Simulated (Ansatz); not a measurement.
Level of theory: DFT, r2SCAN, plane waves (500 eV) with PAW, scalar-relativistic (Ansatz 0.2.0). (PAW data from PBE, frozen cores regenerated.)

An element in the fcc structure gives this curve. The cell is scaled uniformly from the relaxed one, with fractional coordinates and shape fixed. Energies are extrapolated to zero smearing, pressures are those at the given smearing. Magnetic state: spin not included.

```json
{"V (Å³/atom)": "27.630", "E − E₀ (meV/atom)": "92.1", "P (GPa)": "9.22"}
{"V (Å³/atom)": "28.886", "E − E₀ (meV/atom)": "35.9", "P (GPa)": "5.32"}
{"V (Å³/atom)": "30.142", "E − E₀ (meV/atom)": "7.2", "P (GPa)": "2.24"}
{"V (Å³/atom)": "31.397", "E − E₀ (meV/atom)": "0.1", "P (GPa)": "-0.21"}
{"V (Å³/atom)": "32.653", "E − E₀ (meV/atom)": "10.3", "P (GPa)": "-2.15"}
{"V (Å³/atom)": "33.909", "E − E₀ (meV/atom)": "34.3", "P (GPa)": "-3.69"}
{"V (Å³/atom)": "35.165", "E − E₀ (meV/atom)": "69.0", "P (GPa)": "-4.90"}
```

Which element is it?
A. lutetium
B. bismuth
C. thallium
D. yttrium

B. Its fit is V₀ = 31.24 Å³/atom, B₀ = 56 GPa, B₀′ = 4.7.
